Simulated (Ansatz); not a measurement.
Li in space group Pmma (No. 51; Li on 2c, Li on 4k) under volume change, r²SCAN in the plane-wave PAW code Ansatz, shape and atoms relaxed at each volume.

```
V (Å³/atom)  E − E(relaxed) (meV/atom)  P (GPa)
-----------  -------------------------  -------
19.213                             7.4     1.34
19.846                             3.1     0.83
20.480                             0.8     0.40
21.113                             0.0     0.00
21.747                             0.7    -0.35
22.380                             2.7    -0.64
23.013                             5.8    -0.91
```

Question: What does a third-order Birch–Murnaghan fit give for V₀, B₀ and B′?

Answer: V₀ = 21.11 Å³/atom, B₀ = 12.2 GPa, B′ = 3.3.

The first step of the workflow began from a Materials Project structure, measured or hypothetical; the Crystallography Open Database copy checked does not list it. It is not the phase usual at ambient conditions (space group No. 229). Symmetry was held in the r²SCAN relaxation; its stability against distortions is not shown here.

Potentials: the later of the program's two PAW sets.
